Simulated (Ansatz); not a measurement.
## Calculated quadrupolar parameters for WC under strain

The cell is a structure deposited in the COD, relaxed with PBE at fixed cell and then changed (z compressed by 3 %, ions relaxed).

```
CELL_PARAMETERS angstrom
2.89820 0.00000 0.00000
-1.44910 2.50991 0.00000
0.00000 0.00000 2.74646
ATOMIC_POSITIONS crystal
W 0.00000 0.00000 0.00000
C 0.66667 0.33333 0.50000
```

Atom numbers follow the list; atoms alike are taken as one site, whose name carries the number of the first.

All values are calculated (Ansatz; DFT, PBE, plane waves and PAW, scalar-relativistic, collinear spin, 420 eV cutoff, Γ-centred 18×18×16 k-points, Fermi–Dirac smearing 0.05 eV), not measured. Start moments as typed (μB): 2 on each W, none on the rest.

V_zz is the principal component of the electric field gradient with the largest magnitude, η = (V_xx − V_yy)/V_zz and C_Q = eQV_zz/h. Directions are in the Cartesian axes of the cell vectors above, for the atom listed; none is given where the gradient is under 0.02 or η is above 0.95.

| site | first atom | first shell | V_zz (10²¹ V/m²) | η | direction of V_zz (x, y, z) |
| --- | --- | --- | --- | --- | --- |
| W | 1 | 6 C at 2.16 Å | -20.9 | 0.00 | 0.00 0.00 1.00 |
| C | 2 | 6 W at 2.16 Å | 0.005 | 0.00 | – |

An axis of threefold or higher order runs through W and C, so V_zz lies along it and η is zero.

The run finds no gap above 0.1 eV (a metal, or nearly one), so the gradients can move by 10 % or more with the k-mesh. Without spin–orbit coupling the gradients at and beside W can be off by some per cent, at some sites by more. At this changed cell the PBE pressure is 24 GPa. The start moments die out, and the run ends without spin.

The relaxation (1 step) took 18 s of wall time (18 s of CPU time) and 0.64 GiB at its peak, on 1 thread of Intel Xeon 6975P-C (Granite Rapids) (x86_64; 16 cores open to the job, memory cap 3.0 GiB, no GPU), a shared host with a load of 0.6 a core.
